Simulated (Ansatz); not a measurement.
The start is a generated trial cell of K in the omega structure type. The structure is fully relaxed (lattice and positions, P = 0) with PBE (plane waves to 420 eV, PAW, scalar-relativistic; Ansatz, a first-principles code). The first steps use a coarse 5×5×7 k-mesh.

Input geometry:
```
CELL_PARAMETERS angstrom
      7.38835     0.00000     0.00000
     -3.69418     6.39850     0.00000
      0.00000     0.00000     4.49372
ATOMIC_POSITIONS crystal
  K  0.00000 0.00000 0.00000
  K  0.33333 0.66667 0.50000
  K  0.66667 0.33333 0.50000
```

Task: How does the volume change?

Result: +5.1 %, from 70.81 to 74.39 Å³/atom.

Task: What band gap does the relaxed structure have at this level?

Result: Zero (metallic).

Task: Write out the relaxed structure.

Result: 
```cif
data_K3
_chemical_formula_sum 'K3'
_space_group_name_H-M_alt 'P6/mmm'
_space_group_IT_number 191
_space_group_name_Hall '-P 6 2'
_cell_length_a 7.54796
_cell_length_b 7.54796
_cell_length_c 4.52337
_cell_angle_alpha 90.000
_cell_angle_beta 90.000
_cell_angle_gamma 120.000
loop_
_atom_site_label
_atom_site_type_symbol
_atom_site_symmetry_multiplicity
_atom_site_Wyckoff_symbol
_atom_site_fract_x
_atom_site_fract_y
_atom_site_fract_z
_atom_site_occupancy
K1 K 1 a 0.00000 0.00000 0.00000 1
K2 K 2 d 0.33333 0.66667 0.50000 1
```

The space group stays P6/mmm (No. 191) (the run could not lower it), with 3 atoms in the primitive cell. Final values are on a 7×7×10 k-mesh of the relaxed cell. No spin polarisation in the result.

The run could not lose the symmetry of its start: the end is stationary, and may be a saddle point rather than a minimum.

All atoms sit on sites fixed by symmetry, so only the cell could relax.

The relaxed structure here is a generated cell of K: the first start was made by placing the elements on the sites of a structure type, and the end was not matched to a known phase here, so it may be hypothetical. Known forms of K include space group No. 229.
